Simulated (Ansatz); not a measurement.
HfSiO₄:
```
HfSiO4
1.0
   -3.29119     3.29119     2.98548
    3.29119    -3.29119     2.98548
    3.29119     3.29119    -2.98548
Hf Si O
2 2 8
Direct
  0.75000   0.25000   0.50000
  0.00000   0.00000   0.00000
  0.25000   0.75000   0.50000
  0.50000   0.50000   0.00000
  0.13525   0.31986   0.81539
  0.06986   0.75447   0.68461
  0.50447   0.31986   0.18461
  0.06986   0.38525   0.31539
  0.61475   0.93014   0.68461
  0.68014   0.86475   0.18461
  0.24553   0.93014   0.31539
  0.68014   0.49553   0.81539
```

Cartesian axes are those of the cell as given.

### Question
Give the high-frequency dielectric tensor and the Born effective charge tensors of the independent atoms from DFPT, DFT-r²SCAN in the program Ansatz with PAW potentials.

### Answer

ε∞:
```
3.64  0.00  0.00
0.00  3.64  0.00
0.00  0.00  3.84
```
Z* of atom 1 (Hf), rows: field, columns: displacement, in e:
```
5.28  0.00  0.00
0.00  5.28  0.00
0.00  0.00  4.66
```
Z* of atom 3 (Si), rows: field, columns: displacement, in e:
```
3.18  0.00  0.00
0.00  3.18  0.00
0.00  0.00  4.28
```
Z* of atom 5 (O), rows: field, columns: displacement, in e:
```
-1.17   0.00   0.00
 0.00  -3.06  -0.33
 0.00  -0.18  -2.24
```

Static charges for comparison (Bader): Hf1 +2.81, Si3 +3.32, O5 -1.53 e. Born charges measure polarisation by displacement and can exceed these by far.

Space group I4_1/amd. The cell was relaxed with r²SCAN under the symmetry of its start. The run is not spin-polarised. Spin–orbit coupling is left out wherever it is not named.

Potentials: the later of the program's two PAW sets.
